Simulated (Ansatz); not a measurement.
Input:

AsRu:
```cif
data_AsRu
_chemical_formula_sum 'Ru1 As1'
_space_group_name_H-M_alt 'Pm-3m'
_space_group_IT_number 221
_space_group_name_Hall '-P 4 2 3'
_cell_length_a 3.03990
_cell_length_b 3.03990
_cell_length_c 3.03990
_cell_angle_alpha 90.000
_cell_angle_beta 90.000
_cell_angle_gamma 90.000
loop_
_atom_site_label
_atom_site_type_symbol
_atom_site_symmetry_multiplicity
_atom_site_Wyckoff_symbol
_atom_site_fract_x
_atom_site_fract_y
_atom_site_fract_z
_atom_site_occupancy
Ru1 Ru 1 a 0.00000 0.00000 0.00000 1
As1 As 1 b 0.50000 0.50000 0.50000 1
```

This is the PBEsol-relaxed structure.

Problem. All from PBEsol (plane waves, PAW; program Ansatz), unless another level is named. Give the highest zone-centre frequency.

Solution. 142 cm^-1.

Problem. What about the Poisson's ratio?

Solution. 0.33.

A made-up cell: these elements were put on the sites of a structure type; neither database checked (COD, Materials Project) lists it. Its standing as an ambient phase is unchecked. The cell was relaxed with PBEsol under the symmetry of its start; whether a distortion lowers the energy is not shown. No spin polarisation was allowed. As this level gives no gap, phonon frequencies hold no LO–TO term and depend on the k-mesh and smearing (Fermi–Dirac, 0.1 eV here).

Potentials: the earlier of the program's two PAW sets. The files were generated under PBE; for other functionals the program regenerates the frozen cores, and for LDA and PBEsol the local potential too.
